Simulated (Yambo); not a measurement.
Yambo run on Cs2KCoF6 (space group Fm-3m, No. 225). The wavefunctions come from this Quantum ESPRESSO step (PBEsol, PseudoDojo standard norm-conserving files, scalar-relativistic):

```
&CONTROL
  calculation = 'nscf'
  pseudo_dir = './pseudo'
  outdir = './out'
/
&SYSTEM
  ibrav = 0
  nat = 10
  ntyp = 4
  ecutwfc = 96.0
  ecutrho = 384.0
  occupations = 'fixed'
  force_symmorphic = .true.
  nbnd = 278
/
&ELECTRONS
  conv_thr = 1e-08
  diago_full_acc = .true.
  diago_thr_init = 1e-08
/
ATOMIC_SPECIES
F 18.9984 F.upf
K 39.0983 K.upf
Co 58.9332 Co.upf
Cs 132.9055 Cs.upf
CELL_PARAMETERS angstrom
  0.000000000000   4.518725000000   4.518725000000
  4.518725000000   0.000000000000   4.518725000000
  4.518725000000   4.518725000000   0.000000000000
ATOMIC_POSITIONS crystal
F   0.209000000000   0.791000000000   0.209000000000
F   0.791000000000   0.209000000000   0.791000000000
F   0.209000000000   0.791000000000   0.791000000000
F   0.791000000000   0.209000000000   0.209000000000
F   0.209000000000   0.209000000000   0.791000000000
F   0.791000000000   0.791000000000   0.209000000000
K   0.500000000000   0.500000000000   0.500000000000
Co   0.000000000000   0.000000000000   0.000000000000
Cs   0.250000000000   0.250000000000   0.250000000000
Cs   0.750000000000   0.750000000000   0.750000000000
K_POINTS automatic
2 2 2 0 0 0
```

Yambo input:

```
rim_cut
gw0
dyson
el_el_corr
HF_and_locXC
ppa
em1d
RandQpts= 1000000
RandGvec= 1 Ry
EXXRLvcs= 96 Ry
VXCRLvcs= 384 Ry
Chimod= "HARTREE"
% BndsRnXp
 5 | 277 |
%
NGsBlkXp= 7 Ry
% LongDrXp
 1.0 | 1.0 | 1.0 |
%
PPAPntXp= 27.2114 eV
% GbndRnge
 1 | 277 |
%
GTermKind= "BG"
DysSolver= "n"
ExtendOut
% QPkrange
 1 | 1 | 43 | 44 |
 2 | 2 | 43 | 44 |
 3 | 3 | 43 | 44 |
%
```

k points by index: 1 = Γ, 2 = L, 3 = X.

Table of the .qp output:

```
#    K-point    Band    Eo [eV]    E [eV]    E-Eo [eV]    Vxc [eV]    Vnlxc [eV]    Sc|Eo [eV]    Sc|E [eV]    dSc/dw|Eo [eV]    Re(Z)    Im(Z)
#
    1    43    -0.018983    -1.266197    -1.247214    -28.79846    -37.38761    6.926872    7.341929    -9.053665    0.750342    -0.001932
    1    44    1.219740    3.573630    2.353890    -28.42026    -20.83927    -4.485631    -5.227096    -8.570780    0.760469    -0.001751
    2    43    -0.013229    -1.256874    -1.243646    -28.93404    -37.56752    6.974110    7.389831    -9.094155    0.749506    -0.001937
    2    44    1.289594    3.633399    2.343805    -28.61686    -21.07964    -4.448784    -5.193420    -8.644485    0.758906    -0.001717
    3    43    0.000000    -1.241589    -1.241589    -29.06168    -37.72648    7.007074    7.423207    -9.118252    0.749008    -0.001933
    3    44    1.113170    3.427331    2.314161    -27.85870    -20.29652    -4.531716    -5.248022    -8.422125    0.763642    -0.001685
```
(The two width columns are left out.) Convergence of these settings isn't established.

Geometry of the Materials Project entry, not relaxed at this level.

The structure is a Materials Project entry; no match was found in the copy of COD used, and its stability was not checked.

The runs are not spin-polarised; magnetic order was not tried.
